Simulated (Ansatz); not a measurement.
ZnSe:
```
CELL_PARAMETERS angstrom
      0.00000     2.83264     2.83264
      2.83264     0.00000     2.83264
      2.83264     2.83264     0.00000
ATOMIC_POSITIONS crystal
  Se 0.75000 0.75000 0.75000
  Zn 0.00000 0.00000 0.00000
```

Relaxed with r²SCAN.

Problem. Give the Bader charges and basin volumes of the independent atoms, r²SCAN (plane waves, PAW; program Ansatz).

Solution. 

```json
[
 {"atom": "Se1", "Bader charge (e)": "-0.83", "Bader volume (Å³)": "30.8"},
 {"atom": "Zn2", "Bader charge (e)": "+0.83", "Bader volume (Å³)": "14.7"}
]
```

Space group F-43m (zinc blende). The r²SCAN relaxation kept the symmetry of its start.

Potentials: the later of the program's two PAW sets.
